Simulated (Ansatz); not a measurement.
Zr₃Tl₂Cu₂S₈:
```cif
data_Cu2S8Tl2Zr3
_chemical_formula_sum 'Zr3 Tl2 Cu2 S8'
_space_group_name_H-M_alt 'P 1'
_space_group_IT_number 1
_cell_length_a 7.39190
_cell_length_b 7.39190
_cell_length_c 13.97594
_cell_angle_alpha 66.284
_cell_angle_beta 113.716
_cell_angle_gamma 150.843
loop_
_space_group_symop_operation_xyz
  'x, y, z'
loop_
_atom_site_label
_atom_site_type_symbol
_atom_site_fract_x
_atom_site_fract_y
_atom_site_fract_z
_atom_site_occupancy
Zr1 Zr 0.00000 0.00000 0.00000 1
Zr2 Zr 0.15569 0.84431 0.38127 1
Zr3 Zr 0.84431 0.15569 0.61873 1
Tl1 Tl 0.17469 0.82531 0.80305 1
Tl2 Tl 0.82531 0.17469 0.19695 1
Cu1 Cu 0.54256 0.45744 0.19498 1
Cu2 Cu 0.45744 0.54256 0.80502 1
S1 S 0.13953 0.86047 0.19096 1
S2 S 0.86047 0.13953 0.80904 1
S3 S 0.20576 0.79424 0.57988 1
S4 S 0.79424 0.20576 0.42012 1
S5 S 0.52324 0.47676 0.34918 1
S6 S 0.47676 0.52324 0.65082 1
S7 S 0.39713 0.60287 0.04183 1
S8 S 0.60287 0.39713 0.95817 1
```

Relaxed with r²SCAN+D4.

Task: Which orbitals make up the states near the band edges in DFT-r²SCAN+D4 in the program Ansatz with PAW potentials?

Result: Top 1 eV of the valence band: S 3p 54 %, Cu 3d 35 %, Zr 4d 5 %. Bottom 1 eV of the conduction band: Zr 4d 71 %, S 3p 14 %, Tl 6p 7 %. Projections are on Löwdin-orthogonalised atomic valence shells; empty p or d shells of many metals are not among them.

Task: Tabulate the density of states.

Result: States/eV per cell of 15 atoms, in 0.25 eV bins, energy from the valence-band maximum.

| E (eV) | total | S 3p | Zr 4d | Cu 3d |
|---|---|---|---|---|
| -7.90 | 0.00 | 0.00 | 0.00 | 0.00 |
| -7.65 | 0.00 | 0.00 | 0.00 | 0.00 |
| -7.40 | 0.00 | 0.00 | 0.00 | 0.00 |
| -7.15 | 0.00 | 0.00 | 0.00 | 0.00 |
| -6.90 | 0.00 | 0.00 | 0.00 | 0.00 |
| -6.65 | 0.17 | 0.06 | 0.01 | 0.00 |
| -6.40 | 3.25 | 1.10 | 0.18 | 0.09 |
| -6.15 | 5.83 | 2.22 | 0.44 | 0.15 |
| -5.90 | 4.07 | 1.59 | 0.29 | 0.13 |
| -5.65 | 2.67 | 1.22 | 0.19 | 0.08 |
| -5.40 | 0.34 | 0.17 | 0.04 | 0.01 |
| -5.15 | 9.77 | 5.45 | 1.14 | 0.58 |
| -4.90 | 10.12 | 5.88 | 1.03 | 0.95 |
| -4.65 | 4.09 | 2.35 | 0.49 | 0.42 |
| -4.40 | 10.65 | 6.49 | 1.15 | 1.33 |
| -4.15 | 13.10 | 8.23 | 1.51 | 1.76 |
| -3.90 | 18.56 | 11.08 | 2.73 | 3.24 |
| -3.65 | 23.85 | 13.01 | 3.14 | 6.05 |
| -3.40 | 21.50 | 11.52 | 2.57 | 5.89 |
| -3.15 | 19.75 | 11.13 | 2.16 | 4.72 |
| -2.90 | 12.28 | 6.36 | 1.42 | 2.99 |
| -2.65 | 17.08 | 8.45 | 1.76 | 4.99 |
| -2.40 | 14.78 | 6.31 | 1.26 | 5.68 |
| -2.15 | 9.74 | 4.18 | 0.81 | 4.13 |
| -1.90 | 16.81 | 5.98 | 1.22 | 8.66 |
| -1.65 | 13.62 | 6.54 | 1.00 | 5.22 |
| -1.40 | 10.93 | 5.43 | 0.82 | 4.06 |
| -1.15 | 12.40 | 6.34 | 0.88 | 4.49 |
| -0.90 | 12.27 | 6.46 | 0.71 | 4.53 |
| -0.65 | 11.93 | 6.33 | 0.68 | 4.27 |
| -0.40 | 6.54 | 3.74 | 0.29 | 2.01 |
| -0.15 | 1.86 | 1.09 | 0.10 | 0.60 |
| 0.10 | 0.01 | 0.01 | 0.00 | 0.00 |
| 0.35 | 0.00 | 0.00 | 0.00 | 0.00 |
| 0.60 | 0.00 | 0.00 | 0.00 | 0.00 |
| 0.85 | 0.00 | 0.00 | 0.00 | 0.00 |
| 1.10 | 1.11 | 0.15 | 0.83 | 0.01 |
| 1.35 | 3.99 | 0.57 | 2.84 | 0.07 |
| 1.60 | 9.22 | 1.22 | 6.48 | 0.26 |
| 1.85 | 9.73 | 1.41 | 6.94 | 0.30 |
| 2.10 | 10.24 | 1.48 | 6.46 | 0.33 |
| 2.35 | 12.21 | 1.81 | 8.04 | 0.27 |
| 2.60 | 13.10 | 1.96 | 8.70 | 0.18 |
| 2.85 | 9.20 | 1.35 | 6.52 | 0.10 |
| 3.10 | 6.70 | 0.65 | 4.98 | 0.04 |
| 3.35 | 6.68 | 0.74 | 2.43 | 0.03 |
| 3.60 | 7.60 | 0.94 | 2.00 | 0.05 |
| 3.85 | 10.30 | 1.22 | 2.61 | 0.07 |
| 4.10 | 8.71 | 1.22 | 2.15 | 0.06 |
| 4.35 | 7.78 | 1.36 | 2.15 | 0.05 |
| 4.60 | 6.58 | 1.63 | 2.67 | 0.03 |
| 4.85 | 9.15 | 2.23 | 3.36 | 0.03 |
| 5.10 | 9.25 | 2.11 | 2.97 | 0.02 |
| 5.35 | 8.93 | 1.98 | 2.77 | 0.02 |
| 5.60 | 8.98 | 2.20 | 2.98 | 0.02 |
| 5.85 | 7.00 | 1.69 | 1.84 | 0.01 |

Space group C2/m. The first step of the workflow began from a Materials Project structure, measured or hypothetical; the Crystallography Open Database copy checked does not list it. Whether it is the stable phase at ambient conditions was not checked. Symmetry was held in the r²SCAN+D4 relaxation; whether a distortion lowers the energy is not shown. No spin polarisation was allowed. Scalar-relativistic: spin–orbit coupling is off unless named, which matters more the heavier the elements.

Potentials: the later of the program's two PAW sets.
